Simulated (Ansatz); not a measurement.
4 guesses for ZnCd2TeO2 and where they end

The calculation used DFT PBE, scalar-relativistic, plane waves, PAW in Ansatz 0.2.0. All cells share a 420 eV cutoff and Γ-centred k meshes spaced at most about 0.3 Å⁻¹ (about 0.25 or finer for metals, 2π included). No spin polarisation in the final relaxations.

Each guess was relaxed in cell and atoms at zero pressure, within the symmetry of its start. Temperature and zero-point effects are left out. Coordination counts O or Te atoms around Cd and Zn (for each partner element, those within 1.25 times its shortest distance or 1.15 times the sum of covalent radii, where it is the nearest in units of that sum or under 1.3; a plus sign parts groups by distance over the sum of covalent radii; the shortest distance is added where it exceeds 1.18 times the sum of covalent radii).

```
guess       made from  start group  V start (Å³/atom)  end group  V end (Å³/atom)             coordination at the end  gap on mesh (eV)  E over the lowest end (meV/atom)
    1     random cell        Fd-3m               23.7      Fd-3m             25.9  Zn 4+6 from 4.7 Å, Cd 6 from 4.5 Å                 0                               965
    2  LiYbCu2P2 type        P-3m1               17.4          ?                ?                                   ?                 ?                                 ?
    3  LaAl2BRu2 type       P4/mmm               20.2     P4/mmm             23.7               Zn 2, Cd 4 from 2.7 Å                 0                               827
    4     random cell       P4/mmm               19.9     P4/mmm             19.5                          Zn 2, Cd 5                 0                                 0
```

Guess 2 as it starts:

```cif
data_structure
_symmetry_space_group_name_H-M 'P-3m1'
_symmetry_Int_Tables_number 164
_cell_length_a 4.1728
_cell_length_b 4.1728
_cell_length_c 6.9233
_cell_angle_alpha 90.000
_cell_angle_beta 90.000
_cell_angle_gamma 120.000
_cell_volume 104.40
loop_
_atom_site_label
_atom_site_type_symbol
_atom_site_symmetry_multiplicity
_atom_site_Wyckoff_symbol
_atom_site_fract_x
_atom_site_fract_y
_atom_site_fract_z
_atom_site_occupancy
Zn1 Zn 1 a 0.00000 0.00000 0.00000 1
Cd1 Cd 2 d 0.66667 0.33333 0.27237 1
Te1 Te 1 b 0.00000 0.00000 0.50000 1
O1 O 2 d 0.66667 0.33333 0.66421 1
```

Question: Predict the end of this guess and its energy over the lowest end.

Answer: It ends in space group P-3m1 (No. 164), with a = 3.604 Å, c = 9.607 Å, 18.0 Å³/atom and no gap. It lies 0.39 eV/atom over the lowest end, above guess 4 and below guess 3. The shortest distance is 2.35 Å (Te–O) in this end and 1.90 Å (Zn–O) in the lowest (guess 4).

```cif
data_structure
_symmetry_space_group_name_H-M 'P 1'
_symmetry_Int_Tables_number 1
_cell_length_a 3.6035
_cell_length_b 3.6035
_cell_length_c 9.6070
_cell_angle_alpha 90.000
_cell_angle_beta 90.000
_cell_angle_gamma 120.000
_cell_volume 108.04
loop_
_atom_site_label
_atom_site_type_symbol
_atom_site_fract_x
_atom_site_fract_y
_atom_site_fract_z
_atom_site_occupancy
Zn1 Zn 0.00000 0.00000 0.00000 1
Cd1 Cd 0.66667 0.33333 0.19795 1
Cd2 Cd 0.33333 0.66667 0.80205 1
Te1 Te 0.00000 0.00000 0.50000 1
O1 O 0.66667 0.33333 0.61301 1
O2 O 0.33333 0.66667 0.38699 1
```

The zero of energy is the elements' standard structures at the same level (O₂ as a molecule); no fitted shifts are applied.

Question: Is the lowest end bound against the elements?

Answer: Yes: its formation energy is −0.60 eV/atom. A negative formation energy is needed for stability but isn't enough: competing phases decide.

These runs have no spin–orbit coupling, which can matter for Te. The reference form of Te is held partly by dispersion forces, which this level lacks. Cells relaxed within their symmetry can be saddle points. A lower structure may well exist outside this small set. Some candidate types were left out of the draw beforehand, so a known form may be missing.
